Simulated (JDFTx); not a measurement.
| Property | Result |
|---|---|
| surface | Zr(0001) |
| bulk | Zr, P6_3/mmc, lattice of mp-131 (not re-optimised) |
| slab | 4 atoms in 4 planes, 1x1, 7.6 Å between the outermost planes |
| in-plane cell | 3.239 × 3.239 Å, 9.09 Å² |
| cell height | 23.8 Å |
| sampling | 8×8×1 k mesh, Fermi smearing 0.01 Ha, no spin polarisation |

Level of theory: PBE, GBRV ultrasoft potentials, plane waves to 20/100 Ha; code: a modified build of JDFTx. Liquid: linear PCM (GLSSA13), water, 0.5 M KCl. The neutral cell holds 48 valence electrons and has two faces of 9.087 Å² each. Last filling lines of the neutral and of a charged run (μ in hartree, zero in the bulk liquid):

```
FillingsUpdate:  mu: -0.132178901  nElectrons: 48.000000
FillingsUpdate:  mu: -0.109880000  nElectrons: 48.180838
```

Worked example: both potentials, by the convention U = −μ/e − 4.44 V vs SHE, the surface charge density and the mean capacitance.

U_pzc = 0.13218 × 27.2114 − 4.44 = -0.84 V; U = 0.10988 × 27.2114 − 4.44 = -1.45 V. The cell has 0.1808 excess electrons, a net charge of -0.1808 e, shared by two faces: σ = -0.1808 e / (2 × 9.087 Å²) = -0.00995 e/Å² = -15.9 μC/cm² (1 e/Å² = 1602.18 μC/cm²). C = σ/(U − U_pzc) = -15.9/-0.61 ≈ 26 μF/cm².
